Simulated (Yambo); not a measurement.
G0W0@PBE for SiC (zinc blende, space group F-43m, No. 216) in Yambo. Reference settings: 6×6×6 Γ-centred k mesh, 76 bands and a 14 Ry block in the screening, 76 bands in G with the Bruneval-Gonze terminator, plasmon pole fitted at 27.2 eV. The PBE gap Γ → X on this mesh is 1.36 eV; G0W0 gaps are taken between the same points.

The settings were changed. The gap went from 2.14 eV to 2.08 eV, and the shift of the valence edge from -0.68 eV to -0.57 eV.

Problem. Which change was made?
A) 23 bands in G
B) no random integration
C) no terminator
D) 47 bands in G, no terminator

Solution. C, no terminator. The others gave (gap, valence shift): 47 bands in G, no terminator: 2.02, -0.45 eV; 23 bands in G: 2.18, -0.70 eV; no random integration: 2.10, -0.47 eV.

Geometry of the Materials Project entry, not relaxed at this level; primitive cell a = 3.0787 Å, b = 3.0787 Å, c = 3.0787 Å, α = 60.00°, β = 60.00°, γ = 60.00°.

A shift is the quasiparticle energy of the state minus its PBE energy.
